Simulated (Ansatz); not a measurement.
TaGa3:
```cif
data_Ga6Ta2
_chemical_formula_sum 'Ta2 Ga6'
_space_group_name_H-M_alt 'I4/mmm'
_space_group_IT_number 139
_space_group_name_Hall '-I 4 2'
_cell_length_a 3.77599
_cell_length_b 3.77599
_cell_length_c 8.63647
_cell_angle_alpha 90.000
_cell_angle_beta 90.000
_cell_angle_gamma 90.000
loop_
_atom_site_label
_atom_site_type_symbol
_atom_site_symmetry_multiplicity
_atom_site_Wyckoff_symbol
_atom_site_fract_x
_atom_site_fract_y
_atom_site_fract_z
_atom_site_occupancy
Ta1 Ta 2 a 0.00000 0.00000 0.00000 1
Ga1 Ga 2 b 0.00000 0.00000 0.50000 1
Ga2 Ga 4 d 0.00000 0.50000 0.25000 1
```
(The calculation used a cell of 4 atoms; values per cell refer to that cell.)

This is the PBEsol-relaxed structure.

Task: All from plane-wave PAW PBEsol (Ansatz code), unless another level is named. Predict the density of states at the Fermi level.

Result: 0.18 states/eV per atom (mean over ±0.08 eV).

Task: What about the formation energy from the elements (no fitted shifts)?

Result: -0.23 eV/atom.

Task: Next, the gap with spin–orbit coupling?

Result: none (metallic).

The first step of the workflow began from a Materials Project structure, measured or hypothetical; the Crystallography Open Database files this formula in space group No. 139, but the cells were not matched. Whether it is the stable phase at ambient conditions was not checked. Symmetry was held in the PBEsol relaxation; of distortions, only those at the zone centre were tested. The run is not spin-polarised. The references are the lowest solids computed at this level, not always the standard phases. Scalar-relativistic: spin–orbit coupling is off unless named, which matters more the heavier the elements.

Potentials: the later of the program's two PAW sets.
